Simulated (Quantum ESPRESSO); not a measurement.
# Si2GaO5F: finding a planted mistake in a log

Simulated, not a measurement. The program is pw.x of Quantum ESPRESSO 7.5 (plane-wave density functional theory). The cell is made up: 9 atoms on a quartz lattice, with randomly drawn elements, strain and displacements, not relaxed. PseudoDojo standard norm-conserving files (v0.5 for PBE, v0.4.1 for LDA and PBEsol) set the functional; there is no spin polarisation, spin-orbit coupling or dispersion term, and the masses in the input are unused placeholders.

Intended input:

```
&control calculation='scf', pseudo_dir='./dojo.nc.sr.pbe.v0_5.standard.upf', outdir='./o', disk_io='low', tprnfor=.true., tstress=.true. /
&system ibrav=0, nat=9, ntyp=4, nbnd=35, ecutwfc=84.00895049, nosym=.true., tot_charge=0,
 occupations='smearing', smearing='fd', degauss=0.0018374661
/
&electrons conv_thr=7.350e-09, electron_maxstep=60, /
ATOMIC_SPECIES
F 1.0 F.upf
Ga 1.0 Ga.upf
O 1.0 O.upf
Si 1.0 Si.upf
CELL_PARAMETERS angstrom
5.0648 -0.0409 0.0193
-2.5678 4.4336 -0.0866
0.0212 -0.0975 5.5103
ATOMIC_POSITIONS angstrom
Si 2.2855 -0.0031 3.7187
Si -1.3282 1.9443 1.8906
Ga 1.3463 2.2974 -0.1229
O 1.3418 1.0937 4.2258
O 3.3418 0.6121 2.5775
O 2.7361 2.5861 0.4952
F 0.2184 1.6747 1.1378
O -1.1795 3.185 3.0405
O 0.8701 3.7948 4.6396
K_POINTS automatic
5 5 4 1 1 1
```

The log is shortened where brackets say so; the opening notice, blank lines, dates and the lines on written files are dropped, and the path of the files is cut. It prints rydbergs, bohrs and kilobars, and counts compression as positive stress. Where no state is partly filled, the Fermi energy that it prints is only some level between the filled and the empty states on the mesh, and need not lie in the true gap.

Log of the intended run:

```
     Program PWSCF v.7.5
     Parallel version (MPI & OpenMP), running on       4 processor cores
     Number of MPI processes:                 4
     Threads/MPI process:                     1
     [start-up lines left out]
     bravais-lattice index     =            0
     lattice parameter (alat)  =       9.5715  a.u.
     unit-cell volume          =     830.8350 (a.u.)^3
     number of atoms/cell      =            9
     number of atomic types    =            4
     number of electrons       =        58.00
     number of Kohn-Sham states=           35
     kinetic-energy cutoff     =      84.0090  Ry
     charge density cutoff     =     336.0358  Ry
     scf convergence threshold =      7.3E-09
     mixing beta               =       0.7000
     number of iterations used =            8  plain     mixing
     Exchange-correlation= PBE
                           (   1   4   3   4   0   0   0)
     [axes and pseudopotential details left out]
   Cartesian axes
     site n.     atom                  positions (alat units)
         1        Si     tau(   1) = (   0.4512338  -0.0006120   0.7341952  )
         2        Si     tau(   2) = (  -0.2622309   0.3838695   0.3732674  )
         3        Ga     tau(   3) = (   0.2658044   0.4535832  -0.0242646  )
         4        O      tau(   4) = (   0.2649160   0.2159328   0.8343136  )
         5        O      tau(   5) = (   0.6597826   0.1208489   0.5088843  )
         6        O      tau(   6) = (   0.5401972   0.5105822   0.0977690  )
         7        F      tau(   7) = (   0.0431194   0.3306415   0.2246396  )
         8        O      tau(   8) = (  -0.2328726   0.6288250   0.6002959  )
         9        O      tau(   9) = (   0.1717867   0.7492199   0.9160115  )
     number of k points=    50  Fermi-Dirac smearing, width (Ry)=  0.0018
                       cart. coord. in units 2pi/alat
        k(    1) = (   0.1009692   0.1750166   0.1176068), wk =   0.0400000
        k(    2) = (   0.1001255   0.1790180   0.3474779), wk =   0.0400000
     [further k points left out]
     Dense  grid:    86409 G-vectors     FFT dimensions: (  60,  60,  64)
     Estimated max dynamical RAM per process >     191.45 MB
     Estimated total dynamical RAM >     702.51 MB
     Initial potential from superposition of free atoms
     starting charge      57.9961, renormalised to      58.0000
     Starting wfcs are   41 randomized atomic wfcs
     total cpu time spent up to now is        2.7 secs
     per-process dynamical memory:   146.9 Mb
     Self-consistent Calculation
     iteration #  1     ecut=    84.01 Ry     beta= 0.70
     Davidson diagonalization with overlap
     ethr =  1.00E-02,  avg # of iterations =  3.0
     total cpu time spent up to now is        7.1 secs
     total energy              =    -383.88580980 Ry
     estimated scf accuracy    <       2.46308463 Ry
     iteration #  2     ecut=    84.01 Ry     beta= 0.70
     Davidson diagonalization with overlap
     ethr =  4.25E-03,  avg # of iterations =  2.5
     total cpu time spent up to now is       11.3 secs
     total energy              =    -384.50188044 Ry
     estimated scf accuracy    <       2.23593973 Ry
     [iterations 3 to 9 left out]
     iteration # 10     ecut=    84.01 Ry     beta= 0.70
     Davidson diagonalization with overlap
     ethr =  7.18E-10,  avg # of iterations =  2.0
     total cpu time spent up to now is       42.9 secs
     total energy              =    -384.94987083 Ry
     estimated scf accuracy    <       0.00000005 Ry
     iteration # 11     ecut=    84.01 Ry     beta= 0.70
     Davidson diagonalization with overlap
     ethr =  8.44E-11,  avg # of iterations =  2.1
     total cpu time spent up to now is       46.7 secs
     End of self-consistent calculation
     [lines on levels left out]
     the Fermi energy is     4.2169 ev
!    total energy              =    -384.94987084 Ry
     estimated scf accuracy    <          2.2E-09 Ry
     smearing contrib. (-TS)   =       0.00000000 Ry
     internal energy E=F+TS    =    -384.94987084 Ry
     The total energy is F=E-TS. E is the sum of the following terms:
     one-electron contribution =    -239.29731827 Ry
     hartree contribution      =     155.16230182 Ry
     xc contribution           =    -101.99927977 Ry
     ewald contribution        =    -198.81557462 Ry
     convergence has been achieved in  11 iterations
     Forces acting on atoms (cartesian axes, Ry/au):
     atom    1 type  4   force =     0.12477597   -0.14343861    0.02330336
     atom    2 type  4   force =    -0.02343590    0.26049721   -0.12522170
     atom    3 type  2   force =    -0.27743407    0.18340859   -0.06951452
     atom    4 type  3   force =    -0.07249576   -0.14402779   -0.18381234
     atom    5 type  3   force =    -0.05337089   -0.11110549    0.01722684
     atom    6 type  3   force =     0.48785268    0.00580264    0.33409508
     atom    7 type  1   force =    -0.11581513   -0.02559298    0.10170994
     atom    8 type  3   force =     0.00198862   -0.06220922   -0.09309520
     atom    9 type  3   force =    -0.07206552    0.03666564   -0.00469146
     Total force =     0.839440     Total SCF correction =     0.000167
     Computing stress (Cartesian axis) and pressure
          total   stress  (Ry/bohr**3)                   (kbar)     P=      139.48
   0.00116634   0.00053347  -0.00008253          171.58       78.48      -12.14
   0.00053347   0.00097100   0.00054485           78.48      142.84       80.15
  -0.00008253   0.00054485   0.00070712          -12.14       80.15      104.02
     init_run     :      2.48s CPU      2.57s WALL (       1 calls)
     electrons    :     43.80s CPU     44.02s WALL (       1 calls)
     forces       :      0.79s CPU      0.79s WALL (       1 calls)
     stress       :      2.61s CPU      2.62s WALL (       1 calls)
     [timing details left out]
     PWSCF        :     49.81s CPU     50.15s WALL
     JOB DONE.
```

A second run was made from an input with one planted mistake. Its log:

```
     Program PWSCF v.7.5
     Parallel version (MPI & OpenMP), running on       4 processor cores
     Number of MPI processes:                 4
     Threads/MPI process:                     1
     [start-up lines left out]
     bravais-lattice index     =            0
     lattice parameter (alat)  =       9.5715  a.u.
     unit-cell volume          =     830.8350 (a.u.)^3
     number of atoms/cell      =            9
     number of atomic types    =            4
     number of electrons       =        58.00
     number of Kohn-Sham states=           53
     kinetic-energy cutoff     =      84.0090  Ry
     charge density cutoff     =     336.0358  Ry
     scf convergence threshold =      7.3E-09
     mixing beta               =       0.7000
     number of iterations used =            8  plain     mixing
     Exchange-correlation= PBE
                           (   1   4   3   4   0   0   0)
     [axes and pseudopotential details left out]
   Cartesian axes
     site n.     atom                  positions (alat units)
         1        Si     tau(   1) = (   0.4512338  -0.0006120   0.7341952  )
         2        Si     tau(   2) = (  -0.2622309   0.3838695   0.3732674  )
         3        Ga     tau(   3) = (   0.2658044   0.4535832  -0.0242646  )
         4        O      tau(   4) = (   0.2649160   0.2159328   0.8343136  )
         5        O      tau(   5) = (   0.6597826   0.1208489   0.5088843  )
         6        O      tau(   6) = (   0.5401972   0.5105822   0.0977690  )
         7        F      tau(   7) = (   0.0431194   0.3306415   0.2246396  )
         8        O      tau(   8) = (  -0.2328726   0.6288250   0.6002959  )
         9        O      tau(   9) = (   0.1717867   0.7492199   0.9160115  )
     number of k points=    50  Fermi-Dirac smearing, width (Ry)=  0.0404
                       cart. coord. in units 2pi/alat
        k(    1) = (   0.1009692   0.1750166   0.1176068), wk =   0.0400000
        k(    2) = (   0.1001255   0.1790180   0.3474779), wk =   0.0400000
     [further k points left out]
     Dense  grid:    86409 G-vectors     FFT dimensions: (  60,  60,  64)
     Estimated max dynamical RAM per process >     245.18 MB
     Estimated total dynamical RAM >     917.45 MB
     Initial potential from superposition of free atoms
     starting charge      57.9961, renormalised to      58.0000
     Starting wfcs are   41 randomized atomic wfcs +   12 random wfcs
     total cpu time spent up to now is        3.1 secs
     per-process dynamical memory:   189.6 Mb
     Self-consistent Calculation
     iteration #  1     ecut=    84.01 Ry     beta= 0.70
     Davidson diagonalization with overlap
     ethr =  1.00E-02,  avg # of iterations =  7.1
     total cpu time spent up to now is       11.8 secs
     total energy              =    -383.94162490 Ry
     estimated scf accuracy    <       2.40753360 Ry
     iteration #  2     ecut=    84.01 Ry     beta= 0.70
     Davidson diagonalization with overlap
     ethr =  4.15E-03,  avg # of iterations =  2.0
     total cpu time spent up to now is       17.2 secs
     total energy              =    -384.42032430 Ry
     estimated scf accuracy    <       2.40993788 Ry
     [iterations 3 to 10 left out]
     iteration # 11     ecut=    84.01 Ry     beta= 0.70
     Davidson diagonalization with overlap
     ethr =  7.38E-11,  avg # of iterations =  2.0
     total cpu time spent up to now is       68.2 secs
     total energy              =    -384.95208104 Ry
     estimated scf accuracy    <       0.00000001 Ry
     iteration # 12     ecut=    84.01 Ry     beta= 0.70
     Davidson diagonalization with overlap
     ethr =  2.16E-11,  avg # of iterations =  2.0
     total cpu time spent up to now is       73.6 secs
     End of self-consistent calculation
     [lines on levels left out]
     the Fermi energy is     5.8012 ev
!    total energy              =    -384.95208105 Ry
     estimated scf accuracy    <          1.4E-09 Ry
     smearing contrib. (-TS)   =      -0.01271563 Ry
     internal energy E=F+TS    =    -384.93936541 Ry
     The total energy is F=E-TS. E is the sum of the following terms:
     one-electron contribution =    -239.27321218 Ry
     hartree contribution      =     155.14492218 Ry
     xc contribution           =    -101.99550080 Ry
     ewald contribution        =    -198.81557462 Ry
     convergence has been achieved in  12 iterations
     Forces acting on atoms (cartesian axes, Ry/au):
     atom    1 type  4   force =     0.12297390   -0.14222173    0.02014460
     atom    2 type  4   force =    -0.02302293    0.25970420   -0.12520332
     atom    3 type  2   force =    -0.27738165    0.18168393   -0.06731265
     atom    4 type  3   force =    -0.07251254   -0.14386095   -0.18357144
     atom    5 type  3   force =    -0.05386662   -0.11266973    0.01898884
     atom    6 type  3   force =     0.48642693    0.00713824    0.33180934
     atom    7 type  1   force =    -0.11349141   -0.02621077    0.10062963
     atom    8 type  3   force =     0.00219313   -0.06066366   -0.09064707
     atom    9 type  3   force =    -0.07131881    0.03710048   -0.00483794
     Total force =     0.835667     Total SCF correction =     0.000074
     Computing stress (Cartesian axis) and pressure
          total   stress  (Ry/bohr**3)                   (kbar)     P=      142.56
   0.00118658   0.00052538  -0.00007940          174.55       77.29      -11.68
   0.00052538   0.00099088   0.00054046           77.29      145.76       79.50
  -0.00007940   0.00054046   0.00072980          -11.68       79.50      107.36
     init_run     :      2.88s CPU      3.02s WALL (       1 calls)
     electrons    :     70.13s CPU     70.56s WALL (       1 calls)
     forces       :      1.09s CPU      1.09s WALL (       1 calls)
     stress       :      3.62s CPU      3.63s WALL (       1 calls)
     [timing details left out]
     PWSCF        :   1m17.82s CPU   1m18.42s WALL
     JOB DONE.
```

Question: what was wrong in the second input?

Answer: the smearing is too wide. The input lines that differ, file-writing options aside:

```
- &system ibrav=0, nat=9, ntyp=4, nbnd=35, ecutwfc=84.00895049, nosym=.true., tot_charge=0,
+ &system ibrav=0, nat=9, ntyp=4, nbnd=53, ecutwfc=84.00895049, nosym=.true., tot_charge=0,
-  occupations='smearing', smearing='fd', degauss=0.0018374661
+  occupations='smearing', smearing='fd', degauss=0.0404242544
```

|  | intended run | run with the mistake |
| --- | --- | --- |
| free energy (eV) | -5237.510 | -5237.540 |
| smearing term -TS (eV) | 0.0000 | -0.1730 |
| pressure (GPa) | 13.95 | 14.26 |
| largest force component (eV/Å) | 12.543 | 12.507 |
| largest change of a force component (eV/Å) |  | 0.081 |
| iterations | 11 | 12 |

For scale, a rerun of the intended cell at 1437 eV and a 7 x 7 x 6 mesh moved values by no more than 0.003 eV in energy, 0.02 GPa in stress and 0.003 eV/Å in force. The number of bands, nbnd, was set by rule from the electron count and the smearing, so it follows the mistake.